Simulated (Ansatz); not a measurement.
Rigid (111) slab of TiN, space group Fm-3m (No. 225):

```yaml
crystal:
  lattice:
    - [2.97263, 0.00000, 0.00000]
    - [-1.48632, 2.57437, 0.00000]
    - [0.00000, 0.00000, 25.49500]
  atoms:
    - { symbol: N, position: [0.33333, 0.66667, 0.33340] }
    - { symbol: Ti, position: [0.66667, 0.33333, 0.38100] }
    - { symbol: N, position: [0.00000, 0.00000, 0.42860] }
    - { symbol: Ti, position: [0.33333, 0.66667, 0.47620] }
    - { symbol: N, position: [0.66667, 0.33333, 0.52349] }
    - { symbol: Ti, position: [0.00000, 0.00000, 0.57179] }
    - { symbol: N, position: [0.33333, 0.66667, 0.62049] }
    - { symbol: Ti, position: [0.66667, 0.33333, 0.66202] }
```

The calculation used DFT PBEsol, scalar-relativistic, plane waves, PAW (Ansatz). Cutoff 420 eV; k points 12×12×1 on the computed 9-atom cell (Γ-centred); Gaussian smearing, width 0.10 eV; no spin polarisation. The cell repeats along c with a dipole correction in the vacuum.

An adatom of C is held over the places (i/4, j/4) of the 1×1 surface cell, counted from the highest atom (Ti), and only its height relaxes; one adatom per 7.7 Å². This grid misses the threefold hollows of the hexagonal cell, which often bind best.

(1) What is the energy landscape, counted from the lowest point of this grid?

Answers

(1) Energies in eV:

```csv
i,j=0,j=1,j=2,j=3
0,1.42,0.96,0.00,0.96
1,0.96,0.96,0.09,0.09
2,0.00,0.38,0.00,0.09
3,0.96,0.38,0.38,0.96
```

Heights over the highest slab atom in Å:

| i | j=0 | j=1 | j=2 | j=3 |
| --- | --- | --- | --- | --- |
| 0 | 1.95 | 1.77 | 1.30 | 1.77 |
| 1 | 1.77 | 1.77 | 1.35 | 1.35 |
| 2 | 1.30 | 1.35 | 1.30 | 1.35 |
| 3 | 1.77 | 1.35 | 1.35 | 1.77 |